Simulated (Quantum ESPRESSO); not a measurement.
Parts of the isotropic shielding in NaF, by GIPAW with PBE in a modified build of Quantum ESPRESSO, on JTH PAW datasets, 30 Ha, k-mesh 5×5×5 shifted:

```
CELL_PARAMETERS angstrom
      0.00000     2.28590     2.28590
      2.28590     0.00000     2.28590
      2.28590     2.28590     0.00000
ATOMIC_POSITIONS crystal
  Na 0.00000 0.00000 0.00000
  F  0.50000 0.50000 0.50000
```
The geometry is a computed Materials Project entry, not a measured one. It is NaF in Fm-3m. Stability against distortions was not tested.

The core term is that of the free atom's frozen core; the paramagnetic column sums the reconstruction terms. These are absolute shieldings with no macroscopic susceptibility term; δ = σ_ref − σ needs a reference computed alike. By our sweeps, such settings leave a few ppm in absolute σ. The datasets of Na hold no d projectors, which limits absolute σ on these atoms.

```
site          core  bare (smooth current)  diamagnetic correction  paramagnetic corrections  σ_iso (ppm)
-----------  -----  ---------------------  ----------------------  ------------------------  -----------
Na (atom 1)  377.3                   81.6                   154.9                       [?]          [?]
F (atom 2)   306.4                  101.5                    50.9                       [?]          [?]
```

Q: What belongs in the gaps?

A: 
- Na (atom 1), paramagnetic corrections: -79.8
- Na (atom 1), σ_iso (ppm): 534.0
- F (atom 2), paramagnetic corrections: -74.1
- F (atom 2), σ_iso (ppm): 384.8
